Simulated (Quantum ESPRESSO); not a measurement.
**Kohn-Sham bands of SrTiO₃ (cubic perovskite)**

```xyz
5
Lattice="3.9127 0.0000 0.0000 0.0000 3.9127 0.0000 0.0000 0.0000 3.9127" Properties=species:S:1:pos:R:3 pbc="T T T"
Sr     0.0000     0.0000     0.0000
Ti     1.9564     1.9564     1.9564
O      1.9564     0.0000     1.9564
O      0.0000     1.9564     1.9564
O      1.9564     1.9564     0.0000
```

Structure: Materials Project mp-5229, symmetrised, not relaxed again. COD (Crystallography Open Database) records the formula in this space group. Ideal cubic forms of this type are often high-temperature phases that distort on cooling; symmetry holds the cell here, and its stability was not tested. Computed values, not measurements, from PBEsol: Quantum ESPRESSO (norm-conserving PseudoDojo potentials, cutoff 68 Ry, no spin polarisation, no spin-orbit coupling) on a Γ-centred 8×8×8 mesh, then Wannier90. Density: 8×8×8 mesh, cold smearing 0.01 Ry.

Energies are relative to the valence-band maximum; weights are on the orthonormalised atomic waves of the pseudopotential files, averaged over the group. 40 electrons a cell are treated as valence.

**Question.** Into which isolated groups do the bands fall, where do they lie and what are they made of?

**Answer.** 
```tsv
bands	from (eV)	to (eV)	filling	weight on atomic waves
1	-56.17	-56.16	filled	Ti 3s 96 %
2–5	-32.72	-32.49	filled	Ti 3p 73 %, Sr 4s 24 %
6–8	-17.51	-15.92	filled	O 2s 77 %, Sr 4p 9 %, Ti 3d 5 %
9–11	-14.89	-14.03	filled	Sr 4p 88 %, O 2s 10 %
12–20	-4.68	0.00	filled	O 2p 83 %, Ti 3d 11 %
```

The Kohn-Sham gap over both meshes and the path is 1.84 eV.
